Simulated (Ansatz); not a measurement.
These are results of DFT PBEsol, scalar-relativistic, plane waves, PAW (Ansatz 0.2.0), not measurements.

Structure of Au:

```yaml
crystal:
  lattice:
    - [2.86519, 0.00000, 0.00000]
    - [-1.43260, 2.48133, 0.00000]
    - [0.00000, 0.00000, 4.79058]
  atoms:
    - { symbol: Au, position: [0.33333, 0.66667, 0.75000] }
    - { symbol: Au, position: [0.66667, 0.33333, 0.25000] }
```

Plane waves to 420 eV, a k mesh through Γ of 18×18×10 on the computed 2-atom cell and Gaussian smearing (0.10 eV); no spin polarisation.

Levels along Γ–M–K–Γ–A–L–H–A | L–M | H–K, in eV from the Fermi level, sorted by energy at each point. Points in fractions of the primitive reciprocal vectors: Γ (0.000 0.000 0.000), M (0.500 0.000 0.000), K (0.333 0.333 0.000), A (0.000 0.000 0.500), L (0.500 0.000 0.500), H (0.333 0.333 0.500).
| point | k (1/Å, with 2π) | band 16 | band 17 | band 18 | band 19 | band 20 | band 21 | band 22 |
| --- | --- | --- | --- | --- | --- | --- | --- | --- |
| Γ | 0.000 | -3.53 | -3.53 | -2.12 | -2.12 | -1.16 | 2.78 | 14.50 |
| - | 0.181 | -3.65 | -3.60 | -2.79 | -2.10 | -0.29 | 2.78 | 14.58 |
| - | 0.362 | -3.81 | -3.77 | -3.39 | -2.03 | 1.04 | 2.78 | 13.62 |
| - | 0.543 | -3.71 | -3.61 | -3.36 | -1.97 | 2.50 | 2.84 | 11.11 |
| - | 0.724 | -3.17 | -3.02 | -2.81 | -1.92 | 3.06 | 4.00 | 8.39 |
| - | 0.904 | -2.42 | -2.25 | -2.22 | -1.89 | 3.60 | 5.48 | 5.74 |
| - | 1.085 | -1.98 | -1.88 | -1.80 | -0.91 | 3.29 | 4.67 | 6.74 |
| M | 1.266 | -1.87 | -1.82 | -1.63 | 0.38 | 1.60 | 5.79 | 7.32 |
| - | 1.371 | -1.90 | -1.83 | -1.69 | 0.47 | 1.63 | 5.88 | 7.33 |
| - | 1.475 | -1.97 | -1.87 | -1.86 | 0.72 | 1.70 | 6.15 | 7.07 |
| - | 1.579 | -2.08 | -2.06 | -1.93 | 1.08 | 1.79 | 6.56 | 6.60 |
| - | 1.684 | -2.30 | -2.15 | -2.01 | 1.50 | 1.87 | 5.84 | 7.21 |
| - | 1.788 | -2.45 | -2.23 | -2.12 | 1.94 | 1.96 | 5.01 | 7.95 |
| - | 1.893 | -2.49 | -2.27 | -2.25 | 2.10 | 2.31 | 4.23 | 8.79 |
| K | 1.997 | -2.40 | -2.40 | -2.29 | 2.34 | 2.34 | 3.85 | 9.62 |
| - | 2.206 | -2.75 | -2.24 | -2.02 | 1.01 | 3.30 | 4.84 | 7.23 |
| - | 2.415 | -3.15 | -2.15 | -1.95 | -0.49 | 4.27 | 6.04 | 6.71 |
| - | 2.624 | -3.56 | -2.41 | -2.06 | -1.81 | 3.43 | 5.09 | 8.12 |
| - | 2.833 | -3.62 | -3.21 | -2.87 | -2.02 | 2.93 | 3.24 | 10.92 |
| - | 3.041 | -3.94 | -3.63 | -3.40 | -2.04 | 1.49 | 2.79 | 13.70 |
| - | 3.250 | -3.67 | -3.65 | -2.91 | -2.09 | -0.10 | 2.78 | 14.60 |
| Γ | 3.459 | -3.53 | -3.53 | -2.12 | -2.12 | -1.16 | 2.78 | 14.50 |
| - | 3.553 | -3.50 | -3.50 | -2.13 | -2.13 | -1.46 | 3.16 | 14.38 |
| - | 3.646 | -3.40 | -3.40 | -2.15 | -2.15 | -2.13 | 4.08 | 14.13 |
| - | 3.740 | -3.26 | -3.26 | -2.89 | -2.19 | -2.19 | 5.26 | 13.84 |
| - | 3.834 | -3.59 | -3.10 | -3.10 | -2.25 | -2.25 | 6.57 | 13.50 |
| - | 3.927 | -4.17 | -2.92 | -2.92 | -2.34 | -2.34 | 7.95 | 12.94 |
| - | 4.021 | -4.52 | -2.75 | -2.75 | -2.45 | -2.45 | 9.36 | 11.99 |
| A | 4.115 | -4.57 | -2.59 | -2.59 | -2.59 | -2.59 | 10.74 | 10.74 |
| - | 4.296 | -4.48 | -2.61 | -2.61 | -2.53 | -2.53 | 10.83 | 10.83 |
| - | 4.477 | -4.22 | -2.64 | -2.64 | -2.35 | -2.35 | 11.04 | 11.04 |
| - | 4.657 | -3.85 | -2.65 | -2.65 | -2.10 | -2.10 | 11.09 | 11.09 |
| - | 4.838 | -3.54 | -2.51 | -2.51 | -1.79 | -1.79 | 9.70 | 9.70 |
| - | 5.019 | -3.25 | -2.18 | -2.18 | -1.31 | -1.31 | 7.38 | 7.38 |
| - | 5.200 | -2.57 | -1.84 | -1.84 | -0.36 | -0.36 | 5.18 | 5.18 |
| L | 5.381 | -2.38 | -1.70 | -1.70 | 0.43 | 0.43 | 4.01 | 4.01 |
| - | 5.485 | -2.40 | -1.80 | -1.80 | 0.64 | 0.64 | 4.02 | 4.02 |
| - | 5.590 | -2.56 | -1.93 | -1.93 | 1.16 | 1.16 | 4.05 | 4.05 |
| - | 5.694 | -2.84 | -1.98 | -1.98 | 1.82 | 1.82 | 4.12 | 4.12 |
| - | 5.799 | -3.16 | -1.99 | -1.99 | 2.55 | 2.55 | 4.22 | 4.22 |
| - | 5.903 | -3.43 | -2.02 | -2.02 | 3.28 | 3.28 | 4.38 | 4.38 |
| - | 6.008 | -3.61 | -2.06 | -2.06 | 3.92 | 3.92 | 4.59 | 4.59 |
| H | 6.112 | -3.66 | -2.08 | -2.08 | 4.33 | 4.33 | 4.62 | 4.62 |
| - | 6.321 | -3.66 | -1.97 | -1.97 | 2.59 | 2.59 | 5.58 | 5.58 |
| - | 6.530 | -3.75 | -1.84 | -1.84 | 0.49 | 0.49 | 7.28 | 7.28 |
| - | 6.738 | -3.63 | -1.99 | -1.99 | -1.18 | -1.18 | 9.48 | 9.48 |
| - | 6.947 | -3.65 | -2.50 | -2.50 | -1.92 | -1.92 | 11.14 | 11.14 |
| - | 7.156 | -4.08 | -2.65 | -2.65 | -2.27 | -2.27 | 11.13 | 11.13 |
| - | 7.365 | -4.45 | -2.61 | -2.61 | -2.50 | -2.50 | 10.85 | 10.85 |
| A | 7.574 | -4.57 | -2.59 | -2.59 | -2.59 | -2.59 | 10.74 | 10.74 |
| L | 7.574 | -2.38 | -1.70 | -1.70 | 0.43 | 0.43 | 4.01 | 4.01 |
| - | 7.668 | -1.98 | -1.72 | -1.69 | 0.06 | 0.80 | 4.03 | 4.13 |
| - | 7.761 | -1.79 | -1.74 | -1.67 | -0.17 | 1.10 | 4.19 | 4.38 |
| - | 7.855 | -1.97 | -1.75 | -1.66 | -0.14 | 1.31 | 4.52 | 4.72 |
| - | 7.949 | -2.28 | -1.77 | -1.64 | 0.05 | 1.45 | 5.02 | 5.09 |
| - | 8.042 | -2.07 | -1.78 | -1.63 | 0.23 | 1.54 | 5.44 | 5.67 |
| - | 8.136 | -1.93 | -1.80 | -1.63 | 0.34 | 1.59 | 5.70 | 6.46 |
| M | 8.230 | -1.87 | -1.82 | -1.63 | 0.38 | 1.60 | 5.79 | 7.32 |
| H | 8.230 | -3.66 | -2.08 | -2.08 | 4.33 | 4.33 | 4.62 | 4.62 |
| - | 8.323 | -3.51 | -2.09 | -2.09 | 3.89 | 3.89 | 5.14 | 5.14 |
| - | 8.417 | -3.30 | -2.13 | -2.13 | 3.41 | 3.41 | 5.48 | 5.85 |
| - | 8.511 | -3.03 | -2.19 | -2.19 | 3.02 | 3.02 | 4.98 | 6.63 |
| - | 8.604 | -2.76 | -2.26 | -2.26 | 2.72 | 2.72 | 4.53 | 7.46 |
| - | 8.698 | -2.52 | -2.33 | -2.33 | 2.50 | 2.50 | 4.17 | 8.34 |
| - | 8.792 | -2.38 | -2.38 | -2.35 | 2.38 | 2.38 | 3.94 | 9.24 |
| K | 8.885 | -2.40 | -2.40 | -2.29 | 2.34 | 2.34 | 3.85 | 9.62 |

Spin-orbit coupling is left out, which matters for the bands of heavy elements.

This form isn't the element's structure at ambient conditions.

Cost: 1 run of about 0.5 core-minutes, on Arm Neoverse V2 (shared hosts).